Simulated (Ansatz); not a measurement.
Method: Ansatz 0.2.0, DFT PBE, scalar-relativistic, plane waves, PAW. The final run on the 15-atom cell used 420 eV, a Γ-centred 6×6×10 mesh, 0.10 eV smearing and no spin polarisation.

Energies over the elements count from the elements' standard structures at the same level (O₂ as a molecule), with no fitted energy shifts.

Task: Give a relaxed trial structure of a tetragonal metal with formula SrSb4O10, with a formation energy near −1.02 eV/atom and a density near 4.74 g/cm³, in a cell of 15 atoms.

Result: SrSb4O10, space group P4/mmm (No. 123). Sr is surrounded by 8 O at 3.43 Å and 2 Sr at 3.90 Å; Sb has 3 O at 1.87–1.95 Å and 2 O at 2.07 Å; O on a site of symmetry m2m has 2 Sb at 1.95 Å; O on a site of symmetry mmm has 2 Sb at 1.87 Å; 1 more site not described.

```
Sr Sb O
1.0
     8.12454    0.00000    0.00000
     0.00000    8.12454    0.00000
     0.00000    0.00000    3.89636
Sr Sb O
1 4 10
Direct
  0.00000 0.00000 0.50000
  0.22960 0.50000 0.00000
  0.77040 0.50000 0.00000
  0.50000 0.22960 0.00000
  0.50000 0.77040 0.00000
  0.24187 0.50000 0.50000
  0.00000 0.50000 0.00000
  0.24580 0.24580 0.00000
  0.24580 0.75420 0.00000
  0.75813 0.50000 0.50000
  0.75420 0.24580 0.00000
  0.75420 0.75420 0.00000
  0.50000 0.24187 0.50000
  0.50000 0.00000 0.00000
  0.50000 0.75813 0.50000
```

* Volume per atom: 17.15 Å³
* Density: 4.74 g/cm³
* Formation energy: −1.02 eV/atom
* Gap on the 6×6×10 mesh of the 15-atom cell: 0 eV (a metal)

It was reached by relaxing an invented guess, and it needn't be the stable form of this composition. The answer needn't be unique; the calculation gave this one.

These runs have no spin–orbit coupling, which can matter for Sb. Symmetry constrained the relaxation, so the result can be a saddle point.
